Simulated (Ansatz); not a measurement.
**A trial form of ZrH₄**

These are results of DFT PBE, scalar-relativistic, plane waves, PAW in Ansatz 0.2.0, not measurements. Cutoff 420 eV, Gaussian smearing, Γ-centred meshes. Cell and atoms relax first on a coarse mesh and then on a finer one. In between, the cell is made exact in the group found at 0.06 Å. In metals the finer mesh still leaves noise of several meV/atom or more. The steps can't lower the symmetry of their start. No spin polarisation in the relaxation; trial moments died out in a coarse test.

Recipe of this trial structure of ZrH₄: ordered vacancies on the cation sites of aluminium diboride (Pmmm, No. 47) (occupants of the shared sites, in ratio, Zr: 1, vacant: 1). The dimensions are guesses.

```yaml
crystal:
  lattice:
    - [3.09873, 0.00000, 0.00000]
    - [0.00000, 3.34663, 0.00000]
    - [0.00000, 0.00000, 5.36717]
  atoms:
    - { symbol: Zr, position: [0.00000, 0.00000, 0.00000] }
    - { symbol: H, position: [0.00000, 0.50000, 0.66667] }
    - { symbol: H, position: [0.50000, 0.50000, 0.16667] }
    - { symbol: H, position: [0.50000, 0.50000, 0.83333] }
    - { symbol: H, position: [0.00000, 0.50000, 0.33333] }
```

The zero of energy is the elements' standard structures at the same level (H₂ as a molecule); no fitted shifts are applied.

Task: Describe the relaxed structure.

Result: The symmetry stays Pmmm (No. 47). The volume per atom shrinks by 7.7 %, from 11.1 to 10.3 Å³. The shortest distance goes from 1.79 Å (H–H) to 1.64 Å (H–H). The energy falls by about 0.28 eV/atom (the start's value is from the coarse mesh). The end is written in a standard setting, so origin, axes and order of atoms can differ from the start's. Conventional cell: a = 2.764 Å, b = 3.088 Å, c = 6.018 Å. Zr has 4 H at 2.06 Å, 8 H at 2.30 Å, 2 Zr at 2.76 Å and 2 Zr at 3.09 Å; around H on its first site lie 2 H at 1.64 Å and 2 Zr at 2.06 Å; around H on its second site lie 2 H at 1.64 Å, 1 H at 1.97 Å and 4 Zr at 2.30 Å.

```cif
data_structure
_symmetry_space_group_name_H-M 'Pmmm'
_symmetry_Int_Tables_number 47
_cell_length_a 2.7643
_cell_length_b 3.0876
_cell_length_c 6.0184
_cell_angle_alpha 90.000
_cell_angle_beta 90.000
_cell_angle_gamma 90.000
_cell_volume 51.37
loop_
_atom_site_label
_atom_site_type_symbol
_atom_site_symmetry_multiplicity
_atom_site_Wyckoff_symbol
_atom_site_fract_x
_atom_site_fract_y
_atom_site_fract_z
_atom_site_occupancy
Zr1 Zr 1 a 0.00000 0.00000 0.00000 1
H1 H 2 s 0.50000 0.00000 0.74564 1
H2 H 2 t 0.50000 0.50000 0.16402 1
```

Task: How does it come out in energy, and is it a metal?

Result: The energy over the elements is +0.21 eV/atom and the gap on the 14×12×8 mesh of the 5-atom cell is 0 eV (a metal).

A positive value: parting into the elements would lower its energy.

The last run used Gaussian smearing of 0.10 eV. No dispersion correction is applied, so the spacing and binding between layers, chains or molecules are poorly described. With hydrogen, zero-point motion can shift formation energies by some tens of meV/atom. Symmetry constrained the relaxation, so the result can be a saddle point. In all, the 3 runs took 4.9 min on 1 thread of Arm Neoverse N1, with other jobs on the host. Another cell of ZrH4 relaxed alike, in Cmmm, lies 0.30 eV/atom lower, so this cell isn't the stable form at this level.
